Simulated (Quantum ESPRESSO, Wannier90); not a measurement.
**SnS2 (I-42d): Wannier90 run**

```
begin unit_cell_cart
ang
    5.9265000000    0.0000000000    0.0000000000
    0.0000000000    5.9265000000    0.0000000000
   -2.9632500000   -2.9632500000    4.9111200000
end unit_cell_cart
begin atoms_frac
Sn   0.2500000000 -0.2500000000  0.5000000000
Sn   0.0000000000  0.0000000000  0.0000000000
S   -0.1197400000 -0.1250000000  0.2500000000
S   -0.3750000000  0.1197400000 -0.2500000000
S    0.3697400000  0.3750000000  0.2500000000
S    0.1250000000 -0.3697400000 -0.2500000000
end atoms_frac
```

Cell from Materials Project (mp-1002063), symmetrised, no further relaxation. Not found in the COD (Crystallography Open Database) copy used, which has the formula in other groups; not checked further. Method: LDA plane waves in Quantum ESPRESSO 7.5 (PseudoDojo norm-conserving files, 58 Ry, no spin polarisation, no spin-orbit coupling), Bloch states on a 4×4×4 mesh through Γ, Wannier90 4.0.1. Density: 6×6×6 mesh, cold smearing 0.01 Ry. Spin-orbit coupling is left out although heavy elements are present.

Bands 11-14 form an isolated set from -13.09 to -10.99 eV relative to the valence-band maximum (on the path) and are turned into 4 Wannier functions by minimising the spread from the start: atomic waves S 3s.

Centres (Cartesian, Å; one of the equivalent choices) and spreads:

```json
[
 {"n": "1", "x": "-1.190", "y": "-1.482", "z": "1.228", "spread (Å²)": "1.426", "nearest atom": "S3"},
 {"n": "2", "x": "-1.482", "y": "1.190", "z": "-1.228", "spread (Å²)": "1.426", "nearest atom": "S4"},
 {"n": "3", "x": "1.190", "y": "1.482", "z": "1.228", "spread (Å²)": "1.426", "nearest atom": "S5"},
 {"n": "4", "x": "1.482", "y": "-1.190", "z": "-1.228", "spread (Å²)": "1.426", "nearest atom": "S6"}
]
```

Ω_I = 5.65 Å², Ω_total = 5.70 Å²; the interpolated bands follow pw.x to 0.3 meV rms on the path. Only this start was tried; a symmetric start can stop on a saddle, and mixtures of these functions could lower the total by at most Ω_total − Ω_I.
